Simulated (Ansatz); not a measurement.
Polymorphs of AlGaN2, each relaxed with the program Ansatz at the r²SCAN level (PAW):

A: P-4m2
a = b = 3.1385 Å, c = 4.4224 Å, α = β = γ = 90.00°

```json
[
 {"atom": "Al", "site": "1c", "symmetry": "-4m2", "x": "0.5000", "y": "0.5000", "z": "0.5000"},
 {"atom": "Ga", "site": "1a", "symmetry": "-4m2", "x": "0.0000", "y": "0.0000", "z": "0.0000"},
 {"atom": "N", "site": "2g", "symmetry": "2mm.", "x": "0.0000", "y": "0.5000", "z": "0.2609"}
]
```

B: P3m1
a = b = 3.1434 Å, c = 5.0929 Å, α = β = 90.00°, γ = 120.00°

```
atom  site  symmetry       x       y       z
----  ----  --------  ------  ------  ------
Al      1a       3m.  0.0000  0.0000  0.9993
Ga      1c       3m.  0.6667  0.3333  0.4973
N       1c       3m.  0.6667  0.3333  0.1122
N       1a       3m.  0.0000  0.0000  0.6276
```

Problem. Rank these by energy per atom at 0 K (lowest first), as r²SCAN gives it.

Solution. B (+0 meV/atom), A (+8 meV/atom)

Problem. Give each one's gap.

Solution. A 3.37 eV; B 3.39 eV.

Standing as an ambient phase not checked: A; B. Perhaps ordered models of mixed-site phases: A; B. All cells were relaxed under the symmetry of their starts (and spin orders); stability against distortions was not tested throughout. Spin–orbit coupling is left out wherever it is not named.

Energies hold the estimated change up to a 700 eV cutoff; steps of a few meV lie near the error of the meshes.

Potentials: the later of the program's two PAW sets.
